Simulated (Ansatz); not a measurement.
HgPt:
```cif
data_HgPt
_chemical_formula_sum 'Hg1 Pt1'
_space_group_name_H-M_alt 'P4/mmm'
_space_group_IT_number 123
_space_group_name_Hall '-P 4 2'
_cell_length_a 2.94830
_cell_length_b 2.94830
_cell_length_c 3.85163
_cell_angle_alpha 90.000
_cell_angle_beta 90.000
_cell_angle_gamma 90.000
loop_
_atom_site_label
_atom_site_type_symbol
_atom_site_symmetry_multiplicity
_atom_site_Wyckoff_symbol
_atom_site_fract_x
_atom_site_fract_y
_atom_site_fract_z
_atom_site_occupancy
Hg1 Hg 1 a 0.00000 0.00000 0.00000 1
Pt1 Pt 1 d 0.50000 0.50000 0.50000 1
```

Relaxed at zero pressure with plane-wave PAW LDA (Ansatz code).

**Question.** The volume is raised by 3 % and shape and atoms relax at that volume. What pressure results, and how do the axes share the change?

**Answer.** -5.3 GPa; a 1.0 %, b 1.0 %, c 0.9 %; the energy rises by 9 meV/atom.

**Question.** Give the new structure.

**Answer.** 
Space group P4/mmm (No. 123); a = 2.979 Å, b = 2.979 Å, c = 3.886 Å, α = 90.00°, β = 90.00°, γ = 90.00°

| atom | site | symmetry | x | y | z |
|---|---|---|---|---|---|
| Hg | 1a | 4/mmm | 0.0000 | 0.0000 | 0.0000 |
| Pt | 1d | 4/mmm | 0.5000 | 0.5000 | 0.5000 |

The phase is kept; no other phase was compared at this pressure.

The workflow started from an entry of the Crystallography Open Database (COD). Its standing as an ambient phase is unchecked. The LDA relaxation kept the symmetry of its start; of distortions, only those at the zone centre were tested. The run is not spin-polarised. Axis ratios of metals converge slowly with the k-mesh, so a and c are less sure than the volume. Scalar-relativistic: spin–orbit coupling is off unless named, which matters more the heavier the elements.

Potentials: the later of the program's two PAW sets.
